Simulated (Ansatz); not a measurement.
W3N:
```yaml
crystal:
  lattice:
    - [0.00000, 3.06833, 3.06833]
    - [3.06833, 0.00000, 3.06833]
    - [3.06833, 3.06833, 0.00000]
  atoms:
    - { symbol: N, position: [0.00000, 0.00000, 0.00000] }
    - { symbol: W, position: [0.50000, 0.50000, 0.50000] }
    - { symbol: W, position: [0.25000, 0.25000, 0.25000] }
    - { symbol: W, position: [0.75000, 0.75000, 0.75000] }
```

Relaxed with PBE. Special points in fractions of this cell's reciprocal vectors: Γ (0.000, 0.000, 0.000); X (0.500, 0.000, 0.500); U (0.625, 0.250, 0.625); K (0.375, 0.375, 0.750); L (0.500, 0.500, 0.500); W (0.500, 0.250, 0.750).

Question: List the band energies nearest the Fermi level at these points for the program Ansatz at the PBE with spin–orbit coupling level (PAW).

Answer: In eV from the Fermi level; about four levels below and three above (degenerate sets whole), none deeper than 8.9 eV; points with the same levels are listed once.

```json
[
 {"k": "Γ", "below": "-1.82 -1.82 -1.82 -1.82", "above": "1.00 1.00 1.31 1.31 1.31 1.31"},
 {"k": "X", "below": "-1.09 -1.09 -0.28 -0.28", "above": "0.13 0.13 0.60 0.60"},
 {"k": "U", "below": "-0.33 -0.33 -0.04 -0.04", "above": "0.41 0.41 0.73 0.73"},
 {"k": "L", "below": "-0.33 -0.33 -0.11 -0.11", "above": "0.02 0.02 0.41 0.41"},
 {"k": "W", "below": "-1.22 -1.22 -0.99 -0.99", "above": "0.57 0.57 0.61 0.61"}
]
```

Space group Fm-3m. A made-up cell: these elements were put on the sites of a structure type; neither database checked (COD, Materials Project) lists it. Its standing as an ambient phase is unchecked. Symmetry was held in the PBE relaxation; whether a distortion lowers the energy is not shown. The run is not spin-polarised. With an odd number of electrons in the cell and no spin polarisation, the count alone makes it a metal.

Potentials: the earlier of the program's two PAW sets.
